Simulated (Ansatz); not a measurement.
SiGe:
```
CELL_PARAMETERS angstrom
      3.92278     0.00000     0.00000
      0.00000     3.92762     0.00000
      0.00000     0.00000     5.54235
ATOMIC_POSITIONS crystal
  Si 0.75000 0.00000 0.87996
  Si 0.25000 0.00000 0.12004
  Ge 0.25000 0.50000 0.36945
  Ge 0.75000 0.50000 0.63055
```

Relaxed with r²SCAN.

Task: Map the electron localisation function on the plane through (0.750, 0.000, 0.880) spanned by u = [0, 1, 0] and v = [0, 0, 1] in lattice vectors, from the program Ansatz at the r²SCAN level (PAW).

Result: x is the fraction of u, y of v (the angle between them is 90°; rows are the nearest grid lines); atoms in the plane: Si at (0.00, 0.00), Ge at (0.50, 0.75).
```
|543467765434567764345|
|434678775444577876434|
|335788875444578887533|
|567888653222356888765|
|667887532111235788766|
|556776421121124677655|
|445665421292124566544|
|112343332111233343211|
|001233333222333332100|
|000123334333433321000|
|000012344444443210000|
|000011234444432110000|
|000000011222110000000|
|000000000111000000000|
|000000000000000000000|
|000000000000000000000|
|110000000000000000011|
|443210000000000012344|
|554321000000000123455|
|655432100000001234556|
|555443210000012344555|
|322344432111234443223|
|432356553222355653234|
|543467765434567764345|
```
Scale: ten equal steps from 0.011 (start of '0') to 1.06 (end of '9'), in the order '0123456789'; x runs from 0.000 to 1.00, y from 0.000 (bottom) to 1.00 (top).

The density is the valence pseudo-density with augmentation charge, so density and ELF within about 1 Å of a nucleus are not all-electron values.

Space group Pmma. The start of the workflow was typed in or built on a structure type; neither database checked (COD, Materials Project) lists it. Whether it is the stable phase at ambient conditions was not checked. The cell was relaxed with r²SCAN under the symmetry of its start; whether a distortion lowers the energy is not shown.

Potentials: the earlier of the program's two PAW sets.
